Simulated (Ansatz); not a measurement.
Ga$_{3}$Se: equilibrium cell

Method: plane-wave DFT with PAW (Ansatz; 420 eV, 500 eV for r²SCAN). Each run relaxes cell and atoms to zero pressure from this start:

```yaml
crystal:
  lattice:
    - [4.43246, 0.00000, 0.00000]
    - [0.00000, 4.43246, 0.00000]
    - [0.00000, 0.00000, 4.43246]
  atoms:
    - { symbol: Ga, position: [0.00000, 0.50000, 0.50000] }
    - { symbol: Ga, position: [0.50000, 0.00000, 0.50000] }
    - { symbol: Ga, position: [0.50000, 0.50000, 0.00000] }
    - { symbol: Se, position: [0.00000, 0.00000, 0.00000] }
```

| Item | Value |
| --- | --- |
| Γ-centred k-mesh | 10×10×10 |
| occupation rule | Gaussian smearing, 0.1 eV |
| spin treatment | unpolarised |

Lengths are those of the conventional cell, space group Pm-3m.

Q: Order by relaxed volume, smallest first.
A. PBE
B. PBEsol
C. r2SCAN
D. LDA

A: D (19.21 Å³/atom), B (19.84 Å³/atom), C (20.74 Å³/atom), A (21.42 Å³/atom).

| functional | a (Å) | volume (Å³/atom) | gap on mesh (eV) |
| --- | --- | --- | --- |
| LDA | 4.251 | 19.21 | metal |
| PBEsol | 4.297 | 19.84 | metal |
| PBE | 4.408 | 21.42 | metal |
| r2SCAN | 4.361 | 20.74 | metal |

Cost: 4 runs of about 4.1 core-minutes in all, on Intel Xeon Processor @ 2.70GHz (shared hosts).